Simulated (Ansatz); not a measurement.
Values for one crystal, relaxed and computed with DFT-PBEsol in the program Ansatz with PAW potentials; other levels are named.

```yaml
volume_per_atom: 13.69 Å³
electronic_character: metallic (no gap)
debye_temperature_from_the_elastic_constants: 513 K
Gap with spin–orbit coupling: none (metallic)
Bulk modulus (Birch–Murnaghan fit): 366 GPa
zone_centre_stability: no imaginary mode at Γ
Density of states at the Fermi level: 0.89 states/eV per atom (mean over ±0.08 eV)
```

Question: Pick the material that matches.
A. TiAl, R-3m (Al on 3a, Ti on 3b)
B. TaRu, L1₀ or tetragonal B2
C. IrRu, R-3m (Ru on 3b, Ir on 3a)
D. ZrIr, CsCl type

Answer: C, IrRu, R-3m (Ru on 3b, Ir on 3a)

The workflow started from a Materials Project entry (that database holds measured and hypothetical structures alike); the Crystallography Open Database copy checked does not list it. With Ru and Ir taken as one species the cell has the higher symmetry Fm-3m, so it may be an ordered model of a mixed-site phase. Its standing as an ambient phase is unchecked. The cell was relaxed with PBEsol under the symmetry of its start. The run is not spin-polarised. As this level gives no gap, shear constants depend on the k-mesh and smearing (Fermi–Dirac, 0.1 eV here). On the denser mesh and wider smearing of the elastic run this cell carries a stress of 0.4 GPa. Spin–orbit coupling is left out wherever it is not named.

Potentials: the later of the program's two PAW sets.
